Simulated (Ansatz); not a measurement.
Relaxed candidate structures of Pt:

**A**
```
CELL_PARAMETERS angstrom
      0.00000     2.38497     4.85480
      1.37337     0.00000     4.85480
      1.37337     2.38497     0.00000
ATOMIC_POSITIONS crystal
  Pt 0.25000 0.25000 0.25000
  Pt 0.00000 0.00000 0.00000
```

**B**
```xyz
1
Lattice="2.6904 0.0000 0.0000 -1.3452 2.3299 0.0000 0.0000 0.0000 2.6885" Properties=species:S:1:pos:R:3 pbc="T T T"
Pt     0.0000     0.0000     1.3442
```

**C**
```
CELL_PARAMETERS angstrom
      4.46879     2.58006     0.91531
     -4.46879     2.58006     0.91531
      0.00000    -5.16012     0.91531
ATOMIC_POSITIONS crystal
  Pt 0.88491 0.88491 0.40134
  Pt 0.40134 0.88491 0.88491
  Pt 0.88491 0.40134 0.88491
  Pt 0.30573 0.30573 0.30573
```

**D**
```cif
data_Pt
_chemical_formula_sum 'Pt1'
_space_group_name_H-M_alt 'P 1'
_space_group_IT_number 1
_cell_length_a 2.62406
_cell_length_b 2.62406
_cell_length_c 2.62406
_cell_angle_alpha 90.000
_cell_angle_beta 90.000
_cell_angle_gamma 90.000
loop_
_space_group_symop_operation_xyz
  'x, y, z'
loop_
_atom_site_label
_atom_site_type_symbol
_atom_site_fract_x
_atom_site_fract_y
_atom_site_fract_z
_atom_site_occupancy
Pt1 Pt 0.50000 0.50000 0.50000 1
```

Task: Order them by energy per atom (lowest first) at the level PBE (plane waves to 420 eV, PAW, scalar-relativistic; Ansatz, a first-principles code).

Result: A (reference), C (+0.03 eV/atom), B (+0.07 eV/atom), D (+0.39 eV/atom)

The lowest structure calculated, Fm-3m, cF4, fcc (Cu type), is not among these; it lies 0.07 eV/atom below the lowest of them. Each run could gain symmetry but not lose that of its start, so entries can be saddle points. All of these are generated cells (placed on structure types, drawn at random, substituted or restacked) that were not matched to a known phase here. Energies are at zero temperature and pressure, without zero-point motion. The runs use different k-meshes, so differences are rounded accordingly. No spin polarisation in the result.
